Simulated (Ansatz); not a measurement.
An Ansatz (a quantum-chemistry and plane-wave program) input:

Ansatz 0.2 input:
```yaml
crystal:
  lattice:
    - [-2.995664414, 3.1210264506, 4.3371418214]
    - [2.995664414, -3.1210264506, 4.3371418214]
    - [2.995664414, 3.1210264506, -4.3371418214]
  atoms:
    - { symbol: Zn, position: [0.8918921383, 0.1418921383, 0.75] }
    - { symbol: Zn, position: [0.1081078617, 0.8581078617, 0.25] }
    - { symbol: Zn, position: [0.5, 0.5, 0.5] }
    - { symbol: Zn, position: [0.5, 0.0, 0.0] }
    - { symbol: Sn, position: [0.0, 0.5, 0.5] }
    - { symbol: Sn, position: [0.5, 0.5, 0.0] }
    - { symbol: O, position: [0.2528366764, 0.7356030734, 0.517233603] }
    - { symbol: O, position: [0.7471633236, 0.2643969266, 0.482766397] }
    - { symbol: O, position: [0.7183694704, 0.7356030734, 0.982766397] }
    - { symbol: O, position: [0.2816305296, 0.2643969266, 0.017233603] }
    - { symbol: O, position: [0.2509870216, 0.2661042629, 0.5151172414] }
    - { symbol: O, position: [0.7490129784, 0.7338957371, 0.4848827586] }
    - { symbol: O, position: [0.2509870216, 0.7358697802, 0.9848827586] }
    - { symbol: O, position: [0.7490129784, 0.2641302198, 0.0151172414] }
kpoints:
  mp_grid: { grid: [4, 4, 4] }
hamiltonian:
  xc: hse06
  pseudopotentials: { kind: paw }
scf:
  n_extra_bands: 14
  occupations: { method: fixed }
output:
  eigenvalues: true
  eigenstates:
    e_range: [-9.0, 9.4]
    kpoints:
      - [0.0, 0.0, 0.0]  # VBM
      - [0.0, 0.0, 0.0]  # CBM
```

**Question.** How many symmetry operations and irreducible k-points will the run report?

**Answer.** 8 operations, 18 of 64 k-points.

**Question.** With a cutoff of 420 eV, how many plane waves at Γ?

**Answer.** 3179.

It took about 10 core-minutes (a rough figure) on shared server cores.

The points marked VBM and CBM come from a semilocal run.

Space group Imma. The first step of the workflow began from a Materials Project structure, measured or hypothetical; the Crystallography Open Database copy checked does not list it. Its standing as an ambient phase is unchecked. The cell was relaxed with PBEsol under the symmetry of its start; its stability against distortions is not shown here. Spin–orbit coupling is left out wherever it is not named.

Potentials: the later of the program's two PAW sets.

Ansatz is a plane-wave DFT program.
